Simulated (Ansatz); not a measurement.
Starting cell, Al (fcc, Cu type):

```
CELL_PARAMETERS angstrom
      4.03999     0.00000     0.00000
      0.00000     4.03999     0.00000
      0.00000     0.00000     4.03999
ATOMIC_POSITIONS crystal
  Al 0.00000 0.00000 0.00000
  Al 0.50000 0.50000 0.00000
  Al 0.50000 0.00000 0.50000
  Al 0.00000 0.50000 0.50000
```

In this cell atom 3 (Al, nearest neighbour Al at 2.857 Å; its periodic images, 4.0 Å or more away, move with it) is moved by s along Cartesian [111], unit vector (0.577, 0.577, 0.577); all other atoms and the cell stay fixed.

These are PBE (plane waves to 420 eV, PAW, scalar-relativistic; Ansatz, a first-principles code) values and carry that method's errors. k mesh 9×9×9 (Γ-centred), Fermi-Dirac smearing 0.05 eV. The energy includes the smearing's −TS. With partly filled bands, energies and forces of such displacements shift with the k mesh and the smearing. On this mesh the relaxed cell isn't quite at rest: it carries a pressure of 0.2 GPa (compression positive) at the zero of the scan. Al was relaxed with its symmetry unable to fall. The PAW data are Ansatz's earlier set. ΔE is measured from the undisplaced structure. The last digit holds for this mesh only.

| s (Å) | ΔE (meV/cell) |
|---|---|
| -0.570 | 901.2 |
| -0.456 | 535.2 |
| -0.342 | withheld |
| -0.228 | 118.3 |
| -0.114 | 28.6 |
| 0.000 | 0.0 |
| 0.114 | 28.6 |
| 0.228 | 118.3 |
| 0.342 | withheld |
| 0.456 | 535.2 |
| 0.570 | 901.2 |

Q: Fit an even polynomial form (powers 2, 4, 6) to the given rows and predict ΔE at s = 0.342.

A: Least squares on the 9 given rows: ΔE = (2169)·s² + (2100)·s⁴ + (-732.7)·s⁶, in meV/cell with s in Å; root-mean-square residual 0.04 meV/cell. At 0.342 the fit gives 281.3 meV/cell; the calculation gives 281.1 meV/cell, so the interpolation is off by 0.2 (+0.1 %). The quadratic term alone would give 253.7 meV/cell.

(For displaced atoms, the force is minus the slope of the energy, and its curvature is a force constant, which sets phonon frequencies.)
